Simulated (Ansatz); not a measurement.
Total density of states per atom from plane-wave PAW r²SCAN (Ansatz code), in 0.25 eV bins, energy from the Fermi level:

```json
[
 {"E (eV)": "-7.85", "states/eV/atom": "0.14"},
 {"E (eV)": "-7.60", "states/eV/atom": "0.16"},
 {"E (eV)": "-7.35", "states/eV/atom": "0.17"},
 {"E (eV)": "-7.10", "states/eV/atom": "0.20"},
 {"E (eV)": "-6.85", "states/eV/atom": "0.23"},
 {"E (eV)": "-6.60", "states/eV/atom": "0.28"},
 {"E (eV)": "-6.35", "states/eV/atom": "0.56"},
 {"E (eV)": "-6.10", "states/eV/atom": "0.76"},
 {"E (eV)": "-5.85", "states/eV/atom": "0.43"},
 {"E (eV)": "-5.60", "states/eV/atom": "0.25"},
 {"E (eV)": "-5.35", "states/eV/atom": "0.20"},
 {"E (eV)": "-5.10", "states/eV/atom": "0.16"},
 {"E (eV)": "-4.85", "states/eV/atom": "0.22"},
 {"E (eV)": "-4.60", "states/eV/atom": "0.36"},
 {"E (eV)": "-4.35", "states/eV/atom": "0.52"},
 {"E (eV)": "-4.10", "states/eV/atom": "0.84"},
 {"E (eV)": "-3.85", "states/eV/atom": "1.02"},
 {"E (eV)": "-3.60", "states/eV/atom": "1.07"},
 {"E (eV)": "-3.35", "states/eV/atom": "0.92"},
 {"E (eV)": "-3.10", "states/eV/atom": "0.80"},
 {"E (eV)": "-2.85", "states/eV/atom": "0.87"},
 {"E (eV)": "-2.60", "states/eV/atom": "0.62"},
 {"E (eV)": "-2.35", "states/eV/atom": "0.37"},
 {"E (eV)": "-2.10", "states/eV/atom": "0.68"},
 {"E (eV)": "-1.85", "states/eV/atom": "1.37"},
 {"E (eV)": "-1.60", "states/eV/atom": "1.04"},
 {"E (eV)": "-1.35", "states/eV/atom": "0.84"},
 {"E (eV)": "-1.10", "states/eV/atom": "1.62"},
 {"E (eV)": "-0.85", "states/eV/atom": "1.63"},
 {"E (eV)": "-0.60", "states/eV/atom": "1.23"},
 {"E (eV)": "-0.35", "states/eV/atom": "1.01"},
 {"E (eV)": "-0.10", "states/eV/atom": "0.82"},
 {"E (eV)": "0.15", "states/eV/atom": "0.67"},
 {"E (eV)": "0.40", "states/eV/atom": "0.32"},
 {"E (eV)": "0.65", "states/eV/atom": "0.19"},
 {"E (eV)": "0.90", "states/eV/atom": "0.16"},
 {"E (eV)": "1.15", "states/eV/atom": "0.14"},
 {"E (eV)": "1.40", "states/eV/atom": "0.11"},
 {"E (eV)": "1.65", "states/eV/atom": "0.09"},
 {"E (eV)": "1.90", "states/eV/atom": "0.16"},
 {"E (eV)": "2.15", "states/eV/atom": "0.22"},
 {"E (eV)": "2.40", "states/eV/atom": "0.41"},
 {"E (eV)": "2.65", "states/eV/atom": "0.86"},
 {"E (eV)": "2.90", "states/eV/atom": "0.49"},
 {"E (eV)": "3.15", "states/eV/atom": "0.39"},
 {"E (eV)": "3.40", "states/eV/atom": "0.34"},
 {"E (eV)": "3.65", "states/eV/atom": "0.29"},
 {"E (eV)": "3.90", "states/eV/atom": "0.25"},
 {"E (eV)": "4.15", "states/eV/atom": "0.24"},
 {"E (eV)": "4.40", "states/eV/atom": "0.20"},
 {"E (eV)": "4.65", "states/eV/atom": "0.18"}
]
```

Question: Which of these materials gives this?
A. AlRu, CsCl type
B. Al2Au, MoSi2 or CaC2 type
C. Al, simple cubic
D. TaW, CsCl type

Answer: A, AlRu, CsCl type. Within 0.5 eV of the Fermi level: Ru 4d 84 %, Al 3p 11 %. Projections are on Löwdin-orthogonalised atomic valence shells; empty p or d shells of many metals are not among them.

Space group Pm-3m (CsCl type). The r²SCAN relaxation kept the symmetry of its start. No spin polarisation was allowed. Scalar-relativistic: spin–orbit coupling is off unless named, which matters more the heavier the elements.

Potentials: the earlier of the program's two PAW sets.
